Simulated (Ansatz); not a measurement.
Kick test of a cell of AlGa3O6

The cell was found from a structure generator's guess, not taken from experiment.

All numbers below come from DFT PBE, scalar-relativistic, plane waves, PAW in Ansatz. Plane waves to 420 eV, a k mesh through Γ of 10×6×4 on the computed 10-atom cell and Gaussian smearing (0.02 eV); no spin polarisation.

The cell below (10 atoms, space group P1 (No. 1)) is relaxed within its symmetry.

```cif
data_structure
_symmetry_space_group_name_H-M 'P 1'
_symmetry_Int_Tables_number 1
_cell_length_a 3.0540
_cell_length_b 4.9554
_cell_length_c 8.0278
_cell_angle_alpha 78.851
_cell_angle_beta 86.820
_cell_angle_gamma 83.235
_cell_volume 118.30
loop_
_atom_site_label
_atom_site_type_symbol
_atom_site_fract_x
_atom_site_fract_y
_atom_site_fract_z
_atom_site_occupancy
Al1 Al 0.62272 0.33226 0.10044 1
Ga1 Ga 0.28587 0.96018 0.84215 1
Ga2 Ga 0.21192 0.80200 0.28300 1
Ga3 Ga 0.75208 0.48139 0.64536 1
O1 O 0.71610 0.69667 0.40879 1
O2 O 0.36929 0.67888 0.07923 1
O3 O 0.29046 0.27435 0.63417 1
O4 O 0.81782 0.76275 0.76277 1
O5 O 0.73365 0.17756 0.92017 1
O6 O 0.13147 0.19066 0.21224 1
```

For the test it was strained at random (σ = 1.5 % a component), the atoms were moved at random (σ = 0.05 Å), and all was relaxed again on a coarse 4×4×2 mesh (in the run’s order of axes) with 0.10 eV smearing, with no symmetry imposed.

Q: Is the structure stable against such a distortion?

A: It returns, within 1 meV/atom of the unmoved cell on that mesh and with the same symmetry when read at 0.1 Å. So it is stable against the distortions that fit this cell and that this random move excites. Modes that don't fit the cell aren't tested.
